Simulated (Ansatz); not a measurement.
Sc3NbO2: a bulk modulus from differences

The cell was found from a structure generator's guess, not taken from experiment.

The calculation used DFT PBE, scalar-relativistic, plane waves, PAW (Ansatz 0.2.0). Cutoff 420 eV, Γ-centred 12×12×4 mesh (6-atom cell), Gaussian smearing of 0.10 eV, no spin polarisation.

```cif
data_structure
_symmetry_space_group_name_H-M 'P-3m1'
_symmetry_Int_Tables_number 164
_cell_length_a 3.1393
_cell_length_b 3.1393
_cell_length_c 10.1759
_cell_angle_alpha 90.000
_cell_angle_beta 90.000
_cell_angle_gamma 120.000
_cell_volume 86.85
loop_
_atom_site_label
_atom_site_type_symbol
_atom_site_symmetry_multiplicity
_atom_site_Wyckoff_symbol
_atom_site_fract_x
_atom_site_fract_y
_atom_site_fract_z
_atom_site_occupancy
Sc1 Sc 2 d 0.66667 0.33333 0.23909 1
Sc2 Sc 1 b 0.00000 0.00000 0.50000 1
Nb1 Nb 1 a 0.00000 0.00000 0.00000 1
O1 O 2 d 0.66667 0.33333 0.62264 1
```

The cell was set to several volumes, with shape and atoms relaxed at each where symmetry leaves them free. Pressure is positive in compression, and energies count from the lowest row. No row has a gap on its mesh.

| row | V (Å³/atom) | P (GPa) | ΔE (meV/atom) |
| --- | --- | --- | --- |
| 1 | 12.738 | 21.92 | 107.1 |
| 2 | 13.172 | ? | ? |
| 3 | 13.606 | 9.34 | 24.1 |
| 4 | 14.041 | 4.33 | 5.7 |
| 5 | 14.475 | 0.01 | 0.0 |
| 6 | 14.909 | -3.69 | 5.1 |
| 7 | 15.343 | -6.86 | 19.6 |
| 8 | 15.922 | -10.38 | 51.2 |

Q: Find B = −V·ΔP/ΔV from rows 4 and 6 and from rows 1 and 3, and from the two its slope B′ and its value B0 at zero pressure.

A: Rows 4 and 6 give −(14.041 + 14.909)/2 × (-3.69 − (4.33))/(14.909 − 14.041) = 133.7 GPa at a mean pressure of 0.32 GPa. Rows 1 and 3 give −(12.738 + 13.606)/2 × (9.34 − (21.92))/(13.606 − 12.738) = 190.9 GPa at a mean pressure of 15.63 GPa. So B′ = (190.9 − 133.7)/(15.63 − (0.32)) = 3.74 and B0 = 133.7 − 3.74 × (0.32) = 132.5 GPa. A third-order Birch–Murnaghan fit to all the energies gives B0 = 133.1 GPa and B′ = 4.0.

Q: Estimate the pressure and energy of row 2.

A: From row 5, V0 = 14.475 × (1 + (0.01)/132.5) = 14.476 Å³/atom. Murnaghan's form P = (B0/B′)·[(V0/V)^B′ − 1] gives (132.5/3.74) × [(14.476/13.172)^3.74 − 1] = 15.00 GPa; the computed pressure is 15.16 GPa, so the estimate is off by -0.16 GPa. The work of compression from row 3, with the mean of the two pressures, gives ΔE = 24.1 + (15.00 + 9.34)/2 × (13.606 − 13.172)/160.2 × 1000 = 57.1 meV/atom (1 eV/Å³ = 160.2 GPa); the computed value is 57.1 meV/atom.

The cell is a metal run without spin; a magnetic state may lie lower. All volumes keep the k mesh of the relaxed cell. A structure relaxed within its symmetry needn't be a true minimum.
